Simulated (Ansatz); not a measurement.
The calculation used Ansatz 0.2.0, DFT PBE, scalar-relativistic, plane waves, PAW. All cells share a 420 eV cutoff and Γ-centred k meshes spaced at most about 0.3 Å⁻¹ (about 0.25 or finer for metals, 2π included). No spin polarisation in the final relaxations.

These are static total energies at zero pressure.

Two relaxed structures of Ga₃Se:

A.

```yaml
crystal:
  lattice:
    - [6.00416, 0.00000, 0.00000]
    - [-3.00208, 5.19975, 0.00000]
    - [0.00000, 0.00000, 5.72041]
  atoms:
    - { symbol: Ga, position: [0.68996, 0.68996, 0.68472] }
    - { symbol: Ga, position: [0.31004, 0.31004, 0.31528] }
    - { symbol: Ga, position: [0.00000, 0.31004, 0.68472] }
    - { symbol: Ga, position: [0.31004, 0.00000, 0.68472] }
    - { symbol: Ga, position: [0.68996, 0.00000, 0.31528] }
    - { symbol: Ga, position: [0.00000, 0.68996, 0.31528] }
    - { symbol: Se, position: [0.66667, 0.33333, 0.00000] }
    - { symbol: Se, position: [0.33333, 0.66667, 0.00000] }
```

B.

```yaml
crystal:
  lattice:
    - [0.00000, 3.47644, 3.47644]
    - [3.47644, 0.00000, 3.47644]
    - [3.47644, 3.47644, 0.00000]
  atoms:
    - { symbol: Ga, position: [0.25000, 0.25000, 0.25000] }
    - { symbol: Ga, position: [0.75000, 0.75000, 0.75000] }
    - { symbol: Ga, position: [0.50000, 0.50000, 0.50000] }
    - { symbol: Se, position: [0.00000, 0.00000, 0.00000] }
```

Task: Which would you expect to be lower, and how large is the difference?

Result: A is lower, by 93 meV/atom. A has space group P-31m (No. 162), 22.3 Å³/atom and no gap on its mesh; B has the BiF3 (D0_3) type, space group Fm-3m (No. 225), 21.0 Å³/atom and no gap. Counting Ga atoms around Se (those within 1.25 times the shortest such distance or 1.15 times the sum of covalent radii; a plus sign parts nearer from farther groups; the shortest distance is added where it is long for a bond), A has Se 6 and B has Se 8+6 from 3.0 Å. The lower one is the more open, so pressure narrows the difference. In A, Ga is surrounded by 2 Se at 2.75 Å, 2 Ga at 2.82 Å, 3 Ga at 3.11–3.22 Å and 4 Ga at 3.59 Å; around Se lie 6 Ga at 2.75 Å. In B, Ga on a site of symmetry -43m has 4 Ga at 3.01 Å, 4 Se at 3.01 Å and 6 Ga at 3.48 Å; Ga on a site of symmetry m-3m has 8 Ga at 3.01 Å and 6 Se at 3.48 Å; around Se lie 8 Ga at 3.01 Å and 6 Ga at 3.48 Å. Both come from invented guesses. A third cell relaxed alike, in P4/mmm, lies 18 meV/atom below the lower of the two.

In Fm-3m an odd number of electrons in the primitive cell allows no gap without spin; a larger cell or a magnetic state could open one. Cells relaxed within their symmetry can be saddle points.
